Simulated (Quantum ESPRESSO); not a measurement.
K₃NaBr₄, space group Pm-3m (No. 221):

```xyz
8
Lattice="6.5654 0.0000 0.0000 0.0000 6.5654 0.0000 0.0000 0.0000 6.5654" Properties=species:S:1:pos:R:3 pbc="T T T"
Na     0.0000     0.0000     0.0000
Br     3.2827     0.0000     0.0000
K      0.0000     3.2827     3.2827
Br     3.2827     3.2827     3.2827
K      3.2827     0.0000     3.2827
Br     0.0000     0.0000     3.2827
K      3.2827     3.2827     0.0000
Br     0.0000     3.2827     0.0000
```
The cell was made here from a computed Materials Project entry: one of 4 K replaced by Na, cell and atoms relaxed (PBE without dispersion, pw.x of a modified build of Quantum ESPRESSO, symmetry kept). The parent is KBr in Fm-3m. The swapped cell is a model, not a known phase. Stability against distortions was not tested.

| site | Wyckoff letter | site symmetry |
|---|---|---|
| Na | a | m-3m |
| Br1 | d | 4/mmm |
| K | c | 4/mmm |
| Br2 | b | m-3m |

Cores are frozen. Against all-electron runs on small test molecules, this scheme's |Vzz| missed by −5 % on Br.

Task: Where does symmetry force the field gradient to vanish or to be axial, and what does a PBE PAW density (pw.x of Quantum ESPRESSO, JTH datasets) with the all-electron reconstruction of Petrilli and co-workers give?

Result: 
| site | by symmetry | Vzz (a.u.) | η_Q |
|---|---|---|---|
| Na | vanishes (cubic site) | 0 | – |
| Br1 | axial, η = 0 (an axis of order 3 or more) | 0.534 | 0.00 |
| K | axial, η = 0 (an axis of order 3 or more) | under 0.02 | – |
| Br2 | vanishes (cubic site) | 0 | – |
